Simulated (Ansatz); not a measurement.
Phonons of Si (diamond) at Γ, L = (0.5, 0.0, 0.0), X = (0.5, 0.5, 0.0).

Si (diamond)

```yaml
crystal:
  lattice:
    - [0.00000, 2.72216, 2.72216]
    - [2.72216, 0.00000, 2.72216]
    - [2.72216, 2.72216, 0.00000]
  atoms:
    - { symbol: Si, position: [0.50000, 0.50000, 0.50000] }
    - { symbol: Si, position: [0.75000, 0.75000, 0.75000] }
```

All values below come from r2SCAN (plane waves to 500 eV, PAW, scalar-relativistic; Ansatz, an electronic-structure program). Harmonic phonons by density-functional perturbation theory on a 8×8×8 k mesh, in cm⁻¹; i marks imaginary ones, q is in fractions of the reciprocal vectors of the cell shown, and the three acoustic modes at Γ are left out. The program warned that its band solver left a few bands short of their tolerance. This mesh is coarse for a metal or narrow-gap crystal: a denser one can move the values by 10 % and more. Si was relaxed with its symmetry unable to fall.

| q | wavenumbers (cm⁻¹) |
|---|---|
| Γ | 518 (×3) |
| L = (0.5, 0.0, 0.0) | 117 (×2), 385, 414, 492 (×2) |
| X = (0.5, 0.5, 0.0) | 156 (×2), 416 (×2), 461 (×2) |

The structure shows no imaginary mode at these points (lowest 117 cm⁻¹ at L = (0.5, 0.0, 0.0)); other wave vectors were not tested.

Highest mode: 518 cm⁻¹ at Γ.
